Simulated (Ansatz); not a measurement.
GaIr (CsCl type)

```xyz
2
Lattice="2.9984 0.0000 0.0000 0.0000 2.9984 0.0000 0.0000 0.0000 2.9984" Properties=species:S:1:pos:R:3 pbc="T T T"
Ga     0.0000     0.0000     0.0000
Ir     1.4992     1.4992     1.4992
```

The slice is a {100} plane (indices of the conventional cell) through the point (0.500, 0.500, 0.500) (fractional), spanned by u = [100] and v = [010] in vectors of this cell: u (3.00 Å) and v (3.00 Å, at 90° to u). It covers one period; positions are fractions (u, v).

Computed with LDA (plane waves to 420 eV, PAW, scalar-relativistic; Ansatz, a first-principles code). k mesh 15×15×15. Near the nuclei the fields are pseudised (PAW); where an atom keeps semicore shells as valence, they peak there. GaIr is run without spin polarisation. GaIr was relaxed with its symmetry unable to fall. Spin-orbit coupling is left out, though Ir is heavy.

Problem. Sketch the valence electron density on this plane as a map.

Solution. 
```
|@@@@@@@@%%##**==--::..........::--==**##%%@@@@@@|
|@@@@@@@@%%##**==--::..........::--==**##%%@@@@@@|
|@@@@@@%%%%##++==--::..........::--==++##%%%%@@@@|
|@@%%%%%%##**==--::......  ......::--==**##%%%%%%|
|%%######**++==--::....      ....::--==++**######|
|******++====--::....          ....::--====++****|
|++======----::....              ....::----======|
|--------::::......              ......::::------|
|::::::::......                      ......::::::|
|............                          ..........|
|..........                              ........|
|........                                  ......|
|..........                              ........|
|............                          ..........|
|::::::::......                      ......::::::|
|--------::::......              ......::::------|
|++======----::....              ....::----======|
|******++====--::....          ....::--====++****|
|%%######**++==--::....      ....::--==++**######|
|@@%%%%%%##**==--::......  ......::--==**##%%%%%%|
|@@@@@@%%%%##++==--::..........::--==++##%%%%@@@@|
|@@@@@@@@%%##**==--::..........::--==**##%%@@@@@@|
|@@@@@@@@%%##**==--::..........::--==**##%%@@@@@@|
|@@@@@@@@@@%%**++--::..........::--++**%%@@@@@@@@|
```
Scale: ten equal steps from -0.72 (start of ' ') to 0.96 (end of '@'), in the order ' .:-=+*#%@'. Values: log₁₀ of the valence density in e/Å³. The map has 24 points along u (two characters each, u = 0 at the left) and 24 along v (v = 0 in the bottom row). The scale is logarithmic, as a density can span decades between atoms and voids.
